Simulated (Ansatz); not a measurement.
Crystals of one structure type (rock salt) and one family of elements, relaxed and computed with DFT-PBE in the program Ansatz with PAW potentials.

```tsv
crystal	V (Å³/atom)	B₀ by P(V) fit (GPa)
LiF	8.41	67.2
LiCl	17.08	31.8
KF	19.91	29.0
LiBr	20.92	25.7
KBr	37.69	13.5
RbBr	43.20	?
KI	46.31	10.6
```

Question: Fit a straight line to ln B₀ against ln V and predict the withheld value.

Answer: Least squares on the 6 shown rows: ln B₀ = -1.08 × ln V + (6.531), with a scatter of 3 %. For RbBr this gives 11.8. The run itself gave 11.9, within the scatter.

All cells were relaxed under the symmetry of their starts (and spin orders); stability against distortions was not tested throughout. Spin–orbit coupling is left out wherever it is not named.

Potentials: the later of the program's two PAW sets.
